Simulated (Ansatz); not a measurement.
One starting cell of CoSn (a generated trial cell of CoSn in the CoSn structure type) was relaxed twice with Ansatz (plane waves, PAW, scalar-relativistic): with PBEsol at 420 eV and with PBE at 420 eV. The PBEsol result:

Space group P6/mmm (No. 191); a = b = 5.2178 Å, c = 4.1725 Å, α = β = 90.00°, γ = 120.00°

```json
[
 {"atom": "Co", "site": "3f", "symmetry": "mmm", "x": "0.0000", "y": "0.5000", "z": "0.0000"},
 {"atom": "Sn", "site": "1a", "symmetry": "6/mmm", "x": "0.0000", "y": "0.0000", "z": "0.0000"},
 {"atom": "Sn", "site": "2d", "symmetry": "-6m2", "x": "0.3333", "y": "0.6667", "z": "0.5000"}
]
```

```tsv
quantity	PBEsol	PBE
space group	P6/mmm	P6/mmm
volume (Å³/atom)	16.40	17.13
a (Å)	5.218	5.294
c (Å)	4.172	4.235
gap (eV, no spin-orbit coupling)	0.00	0.00
pressure at 80 % of the level's own volume (GPa)	55.2	48.6
energy after exchanging Sn and Co (Cmmm), against the parent (eV/atom)	+0.33	+0.30
```

Both levels end in the same structure; PBE's volume is 4.5 % larger. Neither column is exact.

No spin polarisation in the result. A magnetic state may lie lower.

The run could not lose the symmetry of its start.

All atoms sit on sites fixed by symmetry, so only the cell could relax.

Ansatz is a quantum-chemistry and plane-wave program.
